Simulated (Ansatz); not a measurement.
Method: PBEsol, scalar-relativistic; no spin polarisation; PAW, 420 eV, 10×10×10 k-mesh, Gaussian smearing of 0.05 eV; code Ansatz; PAW files: Ansatz's generated set soft_2.

A crystal of composition XC, relaxed at this level of theory, gives this pattern between 10° and 80°.

Cu Kα1 powder pattern (kinematic, no thermal factors).
2θ (°) (relative intensity): 29.98 (100), 42.91 (99), 53.23 (29), 62.30 (16), 70.67 (38), 78.62 (34)

Question: Which lattice and cell does the pattern come from?

Answer: Cubic, space group Pm-3m (No. 221), a = 2.978 Å, b = 2.978 Å, c = 2.978 Å, α = 90.00°, β = 90.00°, γ = 90.00°. The line positions fix the lattice at most, not the space group, and lines under 1 % of the strongest aren't listed; this is the group of the computed cell.

A compound XC has these computed properties.

```
Band gap                                              : zero (metallic)
Density of states at the Fermi level                  : 0.96 states/(eV·atom)
f electrons (orthogonalised atomic orbitals)          : X 13.97
Formation energy from the elements (0 K, uncorrected) : 0.45 eV/atom (unstable against the elements)
Bulk modulus (Birch–Murnaghan)                        : 144 GPa
```

Sites: X on 1a, C on 1b.

Question: Which element is X?
A. Yb
B. Hf
C. Ta
D. Lu

Answer: D. X is Lu, so the compound is LuC.

The cell came from substitution into a structure type; whether the compound takes it is for experiment to say.

Scalar-relativistic only: spin–orbit splittings of the heavy atoms' levels are missing. The cell is a metal with an odd number of electrons, and spin polarisation wasn't tried.
